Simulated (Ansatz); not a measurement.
Phonon spectrum of Ta at 0.98 times its equilibrium volume

These are results of Ansatz 0.2.0, DFT PBEsol, scalar-relativistic, plane waves, PAW, not measurements. Plane waves to 420 eV; Γ-centred k mesh 20×20×20; Fermi-Dirac smearing of 0.15 eV. No spin polarisation. Phonons by linear response, acoustic sum rule imposed.

The cell, relaxed in shape and atoms at 0.98 times its equilibrium volume:
```yaml
crystal:
  lattice:
    - [-1.63085, 1.63085, 1.63085]
    - [1.63085, -1.63085, 1.63085]
    - [1.63085, 1.63085, -1.63085]
  atoms:
    - { symbol: Ta, position: [0.00000, 0.00000, 0.00000] }
```

In a metal, frequencies and elastic constants depend on the k mesh and the smearing, soft modes and shear constants most. Some empty bands missed the eigensolver's threshold. Spin–orbit coupling is left out, which matters for heavy elements. The q mesh is coarse, so values between its points are rough.

Force constants from linear response on a 2×2×2 q mesh.

Path: Γ–H–N–Γ–P–H | P–N. Distance along the path (Å⁻¹), then the branches (cm⁻¹, negative for imaginary):
```
0.000  0 0 0
0.241  30 41 41
0.482  60 78 78
0.722  90 111 111
0.963  117 137 137
1.204  141 155 155
1.445  160 167 167
1.686  172 174 174
1.926  176 176 176
2.097  174 175 175
2.267  167 172 173
2.437  156 168 170
2.607  142 162 167
2.778  126 157 163
2.948  111 152 160
3.118  100 149 158
3.288  96 148 157
3.459  94 145 154
3.629  88 137 145
3.799  80 123 130
3.970  68 105 111
4.140  53 82 87
4.310  37 57 60
4.480  19 29 31
4.651  0 0 0
4.859  28 28 40
5.068  54 54 78
5.276  78 78 109
5.485  98 98 133
5.693  114 114 148
5.902  126 126 154
6.110  135 135 150
6.319  142 142 142
6.527  131 146 146
6.736  123 151 151
6.944  124 156 156
7.153  133 161 161
7.362  148 167 167
7.570  162 172 172
7.779  172 175 175
7.987  176 176 176
7.987  142 142 142
8.108  136 142 146
8.228  129 142 150
8.348  122 144 153
8.469  114 145 155
8.589  107 146 156
8.710  101 147 156
8.830  97 148 157
8.950  96 148 157
```

Cost: 1 run of about 0.55 core-minutes, on AMD EPYC 9R45 (Zen 5) (shared hosts).